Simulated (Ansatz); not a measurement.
Relaxation of a randomly generated symmetric cell of TiC (space group No. 166); 8 atoms in the cell, which starts as R-3m, hexagonal axes (No. 166), hR8; a = b = 4.9427 Å, c = 14.0893 Å, α = β = 90.00°, γ = 120.00°. Level of theory: PBEsol (plane waves to 420 eV, PAW, scalar-relativistic; Ansatz, a quantum-chemistry and plane-wave program). Γ-centred k-mesh 6×6×6 on the run's cell (coarser than for final values), Fermi–Dirac smearing 0.05 eV. This is the first round of the run. 

The optimiser's lines from the output (shortened; P is positive under compression):

```
relax step   1: F+E_penalty+E_count = -10870.44321796 eV  Δ(F+E_penalty+E_count) = +0.000e0 eV  max|allowed force component| = 5.022e-29 eV/Å  Δτ_max = 0.0000 Å  P = -21.375 GPa  Ω = 99.362 Å³  (9 SCF iters, dr2 threshold 1.00e-7 eV, accepted)
relax step   2: F+E_penalty+E_count = -10871.55042685 eV  Δ(F+E_penalty+E_count) = -1.107e0 eV  max|allowed force component| = 8.957e-29 eV/Å  Δτ_max = 0.0000 Å  P = -12.336 GPa  Ω = 89.895 Å³  (6 SCF iters, dr2 threshold 8.00e-7 eV, accepted)
relax step   3: F+E_penalty+E_count = -10872.03070054 eV  Δ(F+E_penalty+E_count) = -4.803e-1 eV  max|allowed force component| = 3.563e-29 eV/Å  Δτ_max = 0.0000 Å  P = -2.907 GPa  Ω = 83.316 Å³  (6 SCF iters, dr2 threshold 8.00e-7 eV, accepted)
relax step   4: F+E_penalty+E_count = -10872.16764868 eV  Δ(F+E_penalty+E_count) = -1.369e-1 eV  max|allowed force component| = 1.134e-28 eV/Å  Δτ_max = 0.0000 Å  P = +3.893 GPa  Ω = 79.629 Å³  (6 SCF iters, dr2 threshold 8.00e-7 eV, accepted)
relax step   5: F+E_penalty+E_count = -10872.19666277 eV  Δ(F+E_penalty+E_count) = -2.901e-2 eV  max|allowed force component| = 6.028e-29 eV/Å  Δτ_max = 0.0000 Å  P = -0.235 GPa  Ω = 81.377 Å³  (6 SCF iters, dr2 threshold 8.00e-7 eV, accepted)
relax step   6: F+E_penalty+E_count = -10872.19743824 eV  Δ(F+E_penalty+E_count) = -7.755e-4 eV  max|allowed force component| = 5.681e-29 eV/Å  Δτ_max = 0.0000 Å  P = +0.000 GPa  Ω = 81.266 Å³  (6 SCF iters, dr2 threshold 8.00e-7 eV, accepted)
relax step   7: F+E_penalty+E_count = -10872.19744698 eV  Δ(F+E_penalty+E_count) = -8.748e-6 eV  max|allowed force component| = 5.480e-29 eV/Å  Δτ_max = 0.0000 Å  P = +0.000 GPa  Ω = 81.266 Å³  (6 SCF iters, dr2 threshold 2.84e-9 eV, accepted)
relax step   8: F+E_penalty+E_count = -10872.18968867 eV  Δ(F+E_penalty+E_count) = +7.758e-3 eV  max|allowed force component| = 1.187e-28 eV/Å  Δτ_max = 0.0000 Å  P = -0.085 GPa  Ω = 81.266 Å³  stress off target by 1.34e-1 GPa  SCF on the basis re-selected at this cell (its energy is not comparable with the rows above)  (6 SCF iters)
relax step   9: F+E_penalty+E_count = -10872.18974549 eV  Δ(F+E_penalty+E_count) = -5.682e-5 eV  max|allowed force component| = 3.898e-29 eV/Å  Δτ_max = 0.0000 Å  P = -0.001 GPa  Ω = 81.228 Å³  (6 SCF iters, dr2 threshold 4.49e-8 eV, accepted)
relax step  10: F+E_penalty+E_count = -10872.18970681 eV  Δ(F+E_penalty+E_count) = +3.868e-5 eV  max|allowed force component| = 4.911e-29 eV/Å  Δτ_max = 0.0000 Å  P = -0.001 GPa  Ω = 81.228 Å³  stress off target by 3.61e-3 GPa  SCF on the basis re-selected at this cell (its energy is not comparable with the rows above)  (7 SCF iters)
```

From the first to the last row the energy changes by -0.22 eV/atom and the volume by -18.3 %. The last row is marked as not comparable with the walk above it, whose basis was carried along; it does compare with step 1, since both stand on a basis selected at the nominal cutoff for their own cell.

Later rounds, restarted from the end of this one on a renewed k-mesh, logged 4 more steps and released under 0.01 eV/atom more. The final structure after all rounds: Fd-3m, origin choice 1 (No. 227), cF32; a = b = c = 6.873 Å, α = β = γ = 90.00°. Between re-selections the logged energies stand on a plane-wave basis carried along with the cell. No spin polarisation in the result.

The run could not lose the symmetry of its start: the end is stationary, and may be a saddle point rather than a minimum.

All atoms sit on sites fixed by symmetry, so only the cell could relax.

The relaxed structure here is a generated cell of TiC: the first start was made by a random draw of sites in a space group, and the end was not matched to a known phase here, so it may be hypothetical. Known forms of TiC include space group No. 225.
